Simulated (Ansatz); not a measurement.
The cell is GeSb4Te7 (P-3m1) from a database of computed structures; cell and atoms were relaxed with r2SCAN+rVV10. It is trigonal, P-3m1 (No. 164); a = 4.266 Å, c = 24.224 Å in the conventional setting, 31.81 Å³ an atom. Ge has 6 Te at 2.98 Å; Sb has 6 Te at 3.00–3.16 Å; Sb has 6 Te at 2.99–3.18 Å; Te has 3 Sb at 3.00 Å; Te has 3 Sb at 2.99 Å; Te has 3 Ge at 2.98 Å and 3 Sb at 3.18 Å; Te has 6 Sb at 3.16 Å.

The questions ask for values computed with the plane-wave code Ansatz on this geometry. The values are computed, spin-unpolarised, and not measurements.

Given (12×12×2 mesh): The LDA gap is direct at A: 0.27 eV.

**Question.** How does the gap change from LDA to PBE (12×12×2)?

**Answer.** With PBE the gap is 0.32 eV and direct, at A. The gap differs by +0.05 eV from LDA's.

**Question.** Estimate the gap with r2SCAN on 12×12×2.

**Answer.** With r2SCAN the gap is 0.41 eV and direct, at A. The gap differs by +0.14 eV from LDA's.

**Question.** What does HSE06 give for the gap (6×6×1 mesh)?

**Answer.** HSE06 gives a direct gap of 0.60 eV at A. The gap differs by +0.33 eV from LDA's.

**Question.** How does the gap change from LDA to LC-ωPBE (6×6×1)?

**Answer.** The LC-ωPBE gap is direct at Γ: 3.80 eV. The gap differs by +3.53 eV from LDA's.

**Question.** Going by these computed values, what does each step up buy?

**Answer.** r2SCAN covers 34 % of the step from PBE to HSE06, while HSE06 needs about 7 times r2SCAN's cost (on a coarser mesh). All these functionals give a gap of the same kind, direct.

No spin-orbit coupling is included; it can move band edges with weight on the heavy atoms by tenths of an eV.

The meshes of the hybrids are coarse, so their gaps aren't converged to the digits shown.
